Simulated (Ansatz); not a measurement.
Here is the system:

CdAg3 in space group I4/mmm (No. 139; Cd on 2a, Ag on 4d, Ag on 2b), a = b = 4.169 Å, c = 8.250 Å, α = β = γ = 90.00°; the cell used has 4 atoms.

This is the r²SCAN-relaxed structure.

All from DFT-r²SCAN in the program Ansatz with PAW potentials, unless another level is named. Estimate the formation energy from the elements (no fitted shifts).

-0.054 eV/atom.

And the density of states at the Fermi level?

0.27 states/eV per atom (mean over ±0.08 eV).

The workflow started from a Materials Project entry (that database holds measured and hypothetical structures alike); the Crystallography Open Database copy checked does not list it. With Cd and Ag taken as one species the cell has the higher symmetry Fm-3m, so it may be an ordered model of a mixed-site phase. Its standing as an ambient phase is unchecked. The r²SCAN relaxation kept the symmetry of its start; whether a distortion lowers the energy is not shown. The run is not spin-polarised. Axis ratios of metals converge slowly with the k-mesh, so a and c are less sure than the volume. The references are the lowest solids computed at this level, not always the standard phases. Spin–orbit coupling is left out wherever it is not named.

Potentials: the later of the program's two PAW sets.
